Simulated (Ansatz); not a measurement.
TiO₂:
```
CELL_PARAMETERS angstrom
      4.59117     0.00000     0.00000
      0.00000     4.59117     0.00000
      0.00000     0.00000     2.93906
ATOMIC_POSITIONS crystal
  Ti 0.00000 0.00000 0.00000
  Ti 0.50000 0.50000 0.50000
  O  0.30444 0.30444 0.00000
  O  0.80444 0.19556 0.50000
  O  0.19556 0.80444 0.50000
  O  0.69556 0.69556 0.00000
```

Tensor components refer to the Cartesian frame of this cell.

Give the high-frequency dielectric tensor and the Born effective charge tensors of the independent atoms from DFPT, plane-wave PAW PBEsol (Ansatz code).


ε∞:
```
7.40  0.00  0.00
0.00  7.40  0.00
0.00  0.00  8.84
```
Z* of atom 1 (Ti), rows: field, columns: displacement, in e:
```
6.26  1.01  0.00
1.01  6.26  0.00
0.00  0.00  7.67
```
Z* of atom 3 (O), rows: field, columns: displacement, in e:
```
-3.13  -1.79   0.00
-1.79  -3.13   0.00
 0.00   0.00  -3.83
```

Space group P4_2/mnm (rutile). The cell was relaxed with PBEsol under the symmetry of its start. No spin polarisation was allowed.

Potentials: the later of the program's two PAW sets.
